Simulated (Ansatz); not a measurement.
Mg2Sn (fluorite or antifluorite type, space group No. 225) at seven volumes, PBE (plane waves, PAW; program Ansatz), scaled uniformly. One row is withheld.

```
V (Å³/atom)  P (GPa)
-----------  -------
24.018          4.67
24.810          2.86
25.602          1.32
26.394          0.00
27.185         -1.13
27.977         -2.08
28.769             ?
```

Fit the shown pressures and predict the withheld one.

P = (3/2)B₀(x^(7/2) − x^(5/2))[1 + (3/4)(B′ − 4)(x − 1)] with x = (V₀/V)^(2/3). Least squares on the six rows gives V₀ = 26.394 Å³/atom, B₀ = 40.5 GPa, B′ = 4.25. At V = 28.769, x = 0.9442 and P = -2.91 GPa. The run itself gave -2.90 GPa.

Space group Fm-3m (fluorite or antifluorite type). The cell was relaxed with PBE under the symmetry of its start; of distortions, only those at the zone centre were tested. Scalar-relativistic: spin–orbit coupling is off unless named, which matters more the heavier the elements.

Potentials: the later of the program's two PAW sets.
